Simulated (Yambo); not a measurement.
Yambo input for Cs₂NaYF₆ (space group Fm-3m, No. 225) (a = 6.506 Å, b = 6.506 Å, c = 6.506 Å, α = 60.00°, β = 60.00°, γ = 60.00°), on norm-conserving PBEsol (Quantum ESPRESSO, 88 Ry, without SOC) wavefunctions on a 4×4×4 mesh:

```
optics
chi
dipoles
kernel
FFTGvecs= 40 Ry
Chimod= "HARTREE"
NGsBlkXd= 3 Ry
% QpntsRXd
 1 | 1 |
%
% BndsRnXd
 2 | 154 |
%
GrFnTpXd= "R"
% EnRngeXd
 0.0 | 20.0 | eV
%
% DmRngeXd
 0.2 | 0.2 | eV
%
CGrdSpXd= 50
ETStpsXd= 161
% LongDrXd
 1.0 | 0.0 | 0.0 |
%
```

First lines of the file o-*.eps_q1_inv_rpa_dyson:

```
Absorption @ Q(1):   1.00000000     0.00000000     0.00000000    [q->0 direction]
#
# [ X ] Hartree size     :  137
# [GEN] GF Energies     : Perdew, Burke & Ernzerhof SOL(X)+Perdew, Burke & Ernzerhof SOL(C)
# [GEN] Green`s Function     : Retarded
#
# [GEN] Gauge     : Length
# [GEN] [r,Vnl] included     : yes
#
#    E[1] [eV]     Im(eps)     Re(eps)     Im(eps_o)     Re(eps_o)
#
     0.000000     0.136395E-7     2.177066     -0.11852E-17     2.430491
     0.125000     0.400879E-3     2.177191     0.509961E-3     2.430650
     0.250000     0.802484E-3     2.177566     0.001021     2.431127
     0.375000     0.001206     2.178193     0.001534     2.431924
     0.500000     0.001611     2.179071     0.002049     2.433042
     0.625000     0.002019     2.180204     0.002569     2.434482
     0.750000     0.002431     2.181592     0.003093     2.436249
     0.875000     0.002848     2.183239     0.003622     2.438343
     1.000000     0.003270     2.185147     0.004159     2.440771
     1.125000     0.003698     2.187321     0.004704     2.443535
     1.250000     0.004134     2.189764     0.005257     2.446643
     1.375000     0.004577     2.192481     0.005821     2.450098
     1.500000     0.005030     2.195478     0.006396     2.453909
     1.625000     0.005493     2.198760     0.006984     2.458082
     1.750000     0.005967     2.202335     0.007586     2.462627
     1.875000     0.006453     2.206208     0.008204     2.467551
     2.000000     0.006953     2.210389     0.008838     2.472866
     2.125000     0.007469     2.214887     0.009492     2.478583
     2.250000     0.008000     2.219711     0.010166     2.484714
     2.375000     0.008550     2.224872     0.010864     2.491272
     2.500000     0.009119     2.230381     0.011585     2.498272
     2.625000     0.009710     2.236252     0.012335     2.505730
     2.750000     0.010325     2.242499     0.013113     2.513664
     2.875000     0.010966     2.249136     0.013925     2.522094
     3.000000     0.011635     2.256182     0.014772     2.531040
     3.125000     0.012336     2.263654     0.015658     2.540525
     3.250000     0.013071     2.271572     0.016587     2.550575
     3.375000     0.013843     2.279960     0.017563     2.561218
     3.500000     0.014657     2.288841     0.018591     2.572484
     3.625000     0.015516     2.298241     0.019675     2.584407
     3.750000     0.016426     2.308192     0.020823     2.597024
     3.875000     0.017392     2.318726     0.022041     2.610376
     4.000000     0.018420     2.329879     0.023336     2.624508
```
(The file goes on to the top of the energy range.) Convergence of the RPA response with its 4×4×4 mesh was not tested.

Geometry of the Materials Project entry, not relaxed at this level.
